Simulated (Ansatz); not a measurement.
C:
Space group Imma (No. 74); a = 4.8911 Å, b = 7.7999 Å, c = 3.3103 Å, α = 90.00°, β = 90.00°, γ = 90.00°

| atom | site | symmetry | x | y | z |
|---|---|---|---|---|---|
| C | 8g | .2. | 0.2500 | 0.6613 | 0.2500 |
| C | 8h | m.. | 0.0000 | 0.5727 | 0.1228 |
(The calculation used a cell of 8 atoms; values per cell refer to that cell.)

Relaxed at zero pressure with PBE (plane waves, PAW; program Ansatz).

Task: The volume is lowered by 3 % and shape and atoms relax at that volume. What pressure results, and how do the axes share the change?

Result: 4.1 GPa; a -0.3 %, b 0.2 %, c -2.9 %; the energy rises by 3 meV/atom.

Task: Give the new structure.

Result: 
Space group Imma (No. 74); a = 4.8767 Å, b = 7.8122 Å, c = 3.2155 Å, α = 90.00°, β = 90.00°, γ = 90.00°

```
atom  site  symmetry       x       y       z
----  ----  --------  ------  ------  ------
C       8g       .2.  0.2500  0.6616  0.2500
C       8h       m..  0.0000  0.5732  0.1239
```

The phase is kept; no other phase was compared at this pressure.

The start of the workflow was typed in or built on a structure type; neither database checked (COD, Materials Project) lists it. It is not the phase usual at ambient conditions (space group No. 194, 227). Symmetry was held in the PBE relaxation; whether a distortion lowers the energy is not shown.

Potentials: the later of the program's two PAW sets.
